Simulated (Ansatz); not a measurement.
TaTe (rock salt, Fm-3m) at seven volumes, plane-wave PAW PBE (Ansatz code), scaled uniformly. One row is withheld.

```json
[
 {"V (Å³/atom)": "21.048", "P (GPa)": "12.39"},
 {"V (Å³/atom)": "21.742", "P (GPa)": "7.48"},
 {"V (Å³/atom)": "22.436", "P (GPa)": "3.37"},
 {"V (Å³/atom)": "23.130", "P (GPa)": "0.00"},
 {"V (Å³/atom)": "23.824", "P (GPa)": "-2.90"},
 {"V (Å³/atom)": "24.518", "P (GPa)": "-5.32"},
 {"V (Å³/atom)": "25.212", "P (GPa)": "?"}
]
```

Fit the shown pressures and predict the withheld one.

Third-order Birch–Murnaghan: P = (3/2)B₀(x^(7/2) − x^(5/2))[1 + (3/4)(B′ − 4)(x − 1)] with x = (V₀/V)^(2/3). Least squares on the six rows gives V₀ = 23.123 Å³/atom, B₀ = 104.6 GPa, B′ = 4.89. At V = 25.212, x = 0.9440 and P = -7.33 GPa. The run itself gave -7.39 GPa.

The start of the workflow was typed in or built on a structure type; neither database checked (COD, Materials Project) lists it. Whether it is the stable phase at ambient conditions was not checked. The cell was relaxed with PBE under the symmetry of its start; its stability against distortions is not shown here. No spin polarisation was allowed. Its formation energy is positive at this level, so the cell may be metastable or incomplete. Spin–orbit coupling is left out wherever it is not named.

Potentials: the later of the program's two PAW sets.
